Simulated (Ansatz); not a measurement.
## LiHfF$_{2}$, a known structure type with other elements, at an estimated volume

```
Li Hf F
1.0
     0.00000    4.43183    0.00000
     4.43183    0.00000    0.00000
     2.21592    2.21592   -5.11365
Li Hf F
2 2 4
Direct
  0.50000 0.50000 0.00000
  0.25000 0.75000 0.50000
  0.00000 0.00000 0.00000
  0.75000 0.25000 0.50000
  0.22340 0.22340 0.55320
  0.97340 0.47340 0.05320
  0.52660 0.02660 0.94680
  0.77660 0.77660 0.44680
```

Method: r2SCAN, no spin polarisation; PAW, plane waves to 500 eV, 8×8×8 Γ-centred mesh, fermi-dirac occupations (width 0.1 eV) (Ansatz 0.2.0), atoms fixed.

**Question.** Is the cell too large or too small?

**Answer.** The pressure is 8.5 GPa (compression positive), so with the atoms held at these fractions the cell would first expand; the forces are large, so a full relaxation may end otherwise. The principal stresses 7.9, 7.9, 9.7 GPa differ, so its shape would change too.

**Question.** Metal or insulator?

**Answer.** It is a metal, with about 6.3 states/eV a cell as the mean within 0.25 eV of the Fermi level, mostly Hf d (74 %).

**Question.** What is the formation energy?

**Answer.** -1.50 eV an atom against the elements' usual phases (free molecules for gases, crystals otherwise, with no correction for O₂ or N₂), so it is bound against them; other compounds may still compete. Relaxing would lower it.

**Question.** Describe some of the short contacts.

**Answer.** Li–F at 2.23 Å: least valence density 0.08 e/Å³ and ELF 0.01 there. Hf–F at 2.23 Å: least valence density 0.38 e/Å³ and ELF 0.07 there. These are pseudo-fields; inside the PAW spheres they differ from the all-electron ones.

Origin: a known structure type with other elements, at an estimated volume, so it need not be a known compound. Caveats: many states at the Fermi level without spin polarisation, so a magnetic state may lie lower.
